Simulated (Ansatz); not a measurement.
Values for one crystal, relaxed and computed with plane-wave PAW LDA (Ansatz code); other levels are named.

```yaml
volume_per_atom: 11.39 Å³
band_gap: 3.54 eV (direct)
Highest zone-centre frequency (without LO–TO term): 67.7 meV
electron_effective_mass: 0.35 mₑ (isotropic)
Electronic dielectric constant ε∞ (DFPT): 2.98 (xx = yy), 3.10 (zz)
Elastic constants (relaxed ions, GPa): C11 = 205, C12 = 115, C13 = 111, C33 = 87.5, C44 = 67.2
conduction_band_minimum: at Γ
```

Task: Which compound is it?
(A) Ta2O5, Cmmm (Ta on 4i, O on 4j, O on 4i, O on 2a)
(B) HgO, P3_121 (Hg on 3b, O on 3a)
(C) MgO, wurtzite
(D) CaTiO3, cubic perovskite

Result: C, MgO, wurtzite

Space group P6_3mc (wurtzite). The workflow started from a Materials Project entry (that database holds measured and hypothetical structures alike); the Crystallography Open Database copy checked does not list it. It is not the phase usual at ambient conditions (space group No. 225). The cell was relaxed with LDA under the symmetry of its start; phonons on a q-mesh show no instability.

Potentials: the later of the program's two PAW sets.
